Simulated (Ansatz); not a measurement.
Start of a relaxation of SnPb3Se4:

```
CELL_PARAMETERS angstrom
-3.08143 3.08143 6.16286
3.08143 -3.08143 6.16286
3.08143 3.08143 -6.16286
ATOMIC_POSITIONS crystal
Sn 0.00000 0.00000 0.00000
Pb 0.75000 0.25000 0.50000
Pb 0.25000 0.75000 0.50000
Pb 0.50000 0.50000 0.00000
Se 0.50000 0.00000 0.50000
Se 0.00000 0.50000 0.50000
Se 0.25000 0.25000 0.00000
Se 0.75000 0.75000 0.00000
```

All numbers below come from DFT PBE, scalar-relativistic, plane waves, PAW in Ansatz 0.2.0. Cutoff 420 eV, Gaussian smearing, Γ-centred meshes. Cell and atoms relax on a converged mesh. In metals the finer mesh still leaves noise of several meV/atom or more. The steps can't lower the symmetry of their start. No spin polarisation.

A guess keeps its type if space group and coordination stay and the shape of the cell changes little (axis ratios within about 15 %, angles within 6°); the volume may change.

Question: Will the relaxed cell still be of the starting type?

Answer: It keeps its type. The symmetry stays I4/mmm (No. 139). The volume per atom grows by 0.9 %, from 29.3 to 29.5 Å³. The shortest distance goes from 3.08 Å (Pb–Se and Sn–Se) to 3.04 Å (Sn–Se). The ratio c/a of the conventional cell changes by a factor of 1.00. Counting neighbours within 15 % of an atom's shortest distance, the start has Pb 6, Se 6, Sn 6 and the end Pb 6, Se 6, Sn 6.

The zero of energy is the elements' standard structures at the same level; no fitted shifts are applied. The references include grey tin.

Question: At what energy does it end?

Answer: −0.53 eV/atom. A negative formation energy is needed for stability but isn't enough: competing phases decide.

The last run used a 10×10×10 mesh for its 8-atom cell and Gaussian smearing of 0.10 eV. These runs have no spin–orbit coupling, which can matter for Pb. The reference form of Se is held partly by dispersion forces, which this level lacks. A structure relaxed within its symmetry needn't be a true minimum.
